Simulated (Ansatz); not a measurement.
**Equation of state of scandium, fcc**

Computed with DFT, r2SCAN, plane waves (500 eV) with PAW, scalar-relativistic (Ansatz 0.2.0). (PAW data from PBE, frozen cores regenerated.)

The cell is scaled uniformly from the relaxed one, with fractional coordinates and shape fixed. Energies are extrapolated to zero smearing, pressures are those at the given smearing. Magnetic state: spin not included. It is not the lowest magnetic state of this structure.

```csv
V (Å³/atom),E − E₀ (meV/atom),P (GPa)
22.163,65.2,7.94
23.171,26.7,4.87
24.178,5.8,2.23
25.185,0.1,-0.04
26.193,7.4,-1.99
27.200,26.1,-3.67
28.208,54.6,-5.09
```

Fit a third-order Birch-Murnaghan equation.

V₀ = 25.10 Å³/atom, B₀ = 53 GPa, B₀′ = 2.7.
